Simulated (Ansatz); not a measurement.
Rh (fcc (Cu type), Fm-3m) at seven volumes, plane-wave PAW r²SCAN (Ansatz code), scaled uniformly. One row is withheld.

```tsv
V (Å³/atom)	P (GPa)
12.482	33.89
12.894	20.48
13.305	9.30
13.717	0.00
14.128	-7.73
14.540	?
14.951	-19.44
```

Task: Fit the shown pressures and predict the withheld one.

Result: P = (3/2)B₀(x^(7/2) − x^(5/2))[1 + (3/4)(B′ − 4)(x − 1)] with x = (V₀/V)^(2/3). Least squares on the six rows gives V₀ = 13.717 Å³/atom, B₀ = 282 GPa, B′ = 5.15. At V = 14.540, x = 0.9619 and P = -14.14 GPa. The run itself gave -14.14 GPa.

The cell was relaxed with r²SCAN under the symmetry of its start. No spin polarisation was allowed.

Potentials: the later of the program's two PAW sets.
